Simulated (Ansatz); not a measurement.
Question: InSb (NiAs type, P6_3/mmc) is relaxed with DFT-r²SCAN in the program Ansatz with PAW potentials. What lattice parameters of the conventional cell result?

Answer: a = 4.235 Å, c = 7.347 Å.

Question: Is it a metal or does it have a gap at this level?

Answer: No gap at this level.

The start of the workflow was typed in or built on a structure type; neither database checked (COD, Materials Project) lists it. It is not the phase usual at ambient conditions (space group No. 216). The r²SCAN relaxation kept the symmetry of its start; whether a distortion lowers the energy is not shown. Scalar-relativistic: spin–orbit coupling is off unless named, which matters more the heavier the elements.

Potentials: the earlier of the program's two PAW sets.
